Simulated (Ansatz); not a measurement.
ScRh$_{3}$N:
```
CELL_PARAMETERS angstrom
      4.09950     0.00000     0.00000
      0.00000     4.09950     0.00000
      0.00000     0.00000     4.09950
ATOMIC_POSITIONS crystal
  Sc 0.00000 0.00000 0.00000
  Rh 0.00000 0.50000 0.50000
  Rh 0.50000 0.00000 0.50000
  Rh 0.50000 0.50000 0.00000
  N  0.50000 0.50000 0.50000
```

Relaxed with PBE. Special points in fractions of this cell's reciprocal vectors: Γ (0.000, 0.000, 0.000); X (0.000, 0.500, 0.000); M (0.500, 0.500, 0.000); R (0.500, 0.500, 0.500).

List the band energies nearest the Fermi level at these points for PBE (plane waves, PAW; program Ansatz).

In eV from the Fermi level; about four levels below and three above (degenerate sets whole), none deeper than 8.9 eV; points with the same levels are listed once.

```tsv
k	below	above
Γ	-0.04 -0.04 -0.04 -0.01	2.39 2.39 2.71
X	-1.08 -0.56 -0.56 -0.04	1.27 1.27 1.97
M	-1.80 -1.57 -1.20 -1.04	0.13 0.83 0.83
R	-1.65 -1.65 -0.20 -0.20 -0.20	0.32 0.32 0.32
```

Space group Pm-3m (anti-perovskite). The start of the workflow was typed in or built on a structure type; neither database checked (COD, Materials Project) lists it. Whether it is the stable phase at ambient conditions was not checked. The cell was relaxed with PBE under the symmetry of its start; its stability against distortions is not shown here. The workflow began spin-polarised and lost its moments. Spin–orbit coupling is left out wherever it is not named.

Potentials: the earlier of the program's two PAW sets.
